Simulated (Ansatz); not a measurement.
The calculation used DFT PBE, scalar-relativistic, plane waves, PAW in Ansatz. All cells share a 420 eV cutoff and Γ-centred k meshes spaced about 0.3 Å⁻¹ or finer (0.25 for metals, 2π included). Collinear spin where magnetic atoms keep a moment.

Temperature and zero-point effects are left out.

Compare these two cells of Ti4Bi2Te, each relaxed at this level.

A. (no moments)

```
Ti Bi Te
1.0
    -4.17961    4.17961    4.20776
     4.17961   -4.17961    4.20776
     4.17961    4.17961   -4.20776
Ti Bi Te
8 4 2
Direct
  0.80106 0.54419 0.90690
  0.63728 0.89415 0.09310
  0.29419 0.05106 0.40690
  0.10585 0.19894 0.74313
  0.64415 0.88728 0.59310
  0.94894 0.35585 0.24313
  0.11272 0.70581 0.75687
  0.45581 0.36272 0.25687
  0.25919 0.62500 0.13419
  0.37500 0.50919 0.63419
  0.49081 0.12500 0.86581
  0.87500 0.74081 0.36581
  0.75000 0.25000 0.50000
  0.00000 0.00000 0.00000
```

B. (ferromagnetic moments up to 0.6 μB)

```
Ti Bi Te
1.0
     3.96369    0.00000    0.00000
     0.00000    3.96369    0.00000
     0.00000    0.00000   10.03922
Ti Bi Te
4 2 1
Direct
  0.50000 0.50000 0.00000
  0.00000 0.00000 0.00000
  0.50000 0.00000 0.28885
  0.00000 0.50000 0.71115
  0.50000 0.00000 0.78781
  0.00000 0.50000 0.21219
  0.50000 0.50000 0.50000
```

Question: Which form is favoured at zero pressure, and by what margin per atom?

Answer: A is lower, by 47 meV/atom. A has space group I-42d (No. 122), 21.0 Å³/atom and no gap on its mesh; B has space group P-4m2 (No. 115), 22.5 Å³/atom and no gap. Counting Bi or Ti atoms around Te (for each partner element, those within 1.25 times its shortest distance or 1.15 times the sum of covalent radii, where it is the nearest in units of that sum or under 1.3; a plus sign parts groups by distance over the sum of covalent radii), A has Te 8 and B has Te 4+4. Their magnetic states differ too. The denser one is the lower, and pressure would at first widen the difference. Both come from trial cells of a structure search.

Spin–orbit coupling, which can matter for Bi and Te, is left out. The magnetic state reached may not be the lowest. Cells relaxed within their symmetry can be saddle points. Some types were kept out of the candidates beforehand, so the set may lack a known form.
